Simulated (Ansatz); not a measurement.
SrGaSn:
```xyz
12
Lattice="4.5584 0.0000 0.0000 -2.2792 3.9477 0.0000 0.0000 0.0000 18.9626" Properties=species:S:1:pos:R:3 pbc="T T T"
Ga     0.0000     2.6318     3.0450
Ga     2.2792     1.3159    12.5263
Ga     0.0000     2.6318     6.4363
Ga     2.2792     1.3159    15.9176
Sr     0.0000     0.0000     0.0000
Sr     0.0000     0.0000     9.4813
Sn     0.0000     2.6318    11.6876
Sn     2.2792     1.3159     2.2063
Sn     0.0000     2.6318    16.7563
Sn     2.2792     1.3159     7.2750
Sr     0.0000     0.0000     4.7406
Sr     0.0000     0.0000    14.2219
```

Relaxed with r²SCAN. Special points in fractions of this cell's reciprocal vectors: Γ (0.000, 0.000, 0.000); M (0.500, 0.000, 0.000); K (0.333, 0.333, 0.000); A (0.000, 0.000, 0.500); L (0.500, 0.000, 0.500); H (0.333, 0.333, 0.500).

Task: List the band energies nearest the Fermi level at these points for the program Ansatz at the r²SCAN level (PAW).

Result: In eV from the Fermi level; about four levels below and three above (degenerate sets whole), none deeper than 8.9 eV; points with the same levels are listed once.

```csv
k,below,above
Γ,-0.70 -0.70 -0.34 -0.34,0.04 0.17 0.24
M,-1.87 -1.76 -1.28 -0.36,0.17 0.64 0.80
K,-1.66 -1.66 -1.50 -1.50,0.16 0.16 1.84
A,-0.51 -0.51 -0.51 -0.51 -0.26 -0.26,0.11 0.11 0.96 0.96
L,-1.86 -1.86 -1.70 -1.70,0.23 0.23 0.44 0.44
H,-1.81 -1.81 -1.40 -1.40,0.13 0.13 2.17 2.17
```

Space group P6_3/mmc. The workflow started from an entry of the Crystallography Open Database (COD). Whether it is the stable phase at ambient conditions was not checked. The r²SCAN relaxation kept the symmetry of its start; whether a distortion lowers the energy is not shown. Scalar-relativistic: spin–orbit coupling is off unless named, which matters more the heavier the elements.

Potentials: the later of the program's two PAW sets.
